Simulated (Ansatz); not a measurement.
Each is relaxed and computed with PBEsol in the plane-wave PAW code Ansatz. Which alone has a direct gap?
(A) BaZrS3, Pnma (Ba on 4c, Zr on 4a, S on 4c, S on 8d)
(B) ZnS, NiAs type
(C) SrSnS3, Pnma (Pearson symbol oP20)
(D) SrZrO3, P4mm (Sr on 1b, Zr on 1a, O on 1a, O on 2c)

A, BaZrS3, Pnma (Ba on 4c, Zr on 4a, S on 4c, S on 8d). BaZrS3: gap 0.92 eV (direct); SrZrO3: gap 3.35 eV (indirect); SrSnS3: gap 0.66 eV (indirect); ZnS: gap 0.28 eV (indirect). Typed or built starts, not in the databases checked: ZnS, NiAs type. Not the usual ambient phase: ZnS, NiAs type. Standing as an ambient phase not checked: SrZrO3, P4mm (Sr on 1b, Zr on 1a, O on 1a, O on 2c); SrSnS3, Pnma (Pearson symbol oP20). Unstable at this level: SrZrO3, P4mm (Sr on 1b, Zr on 1a, O on 1a, O on 2c). All cells were relaxed under the symmetry of their starts (and spin orders); stability against distortions was not tested throughout. Rows with no word on spin ran without spin polarisation. Spin–orbit coupling is left out wherever it is not named.

Potentials: the later of the program's two PAW sets.
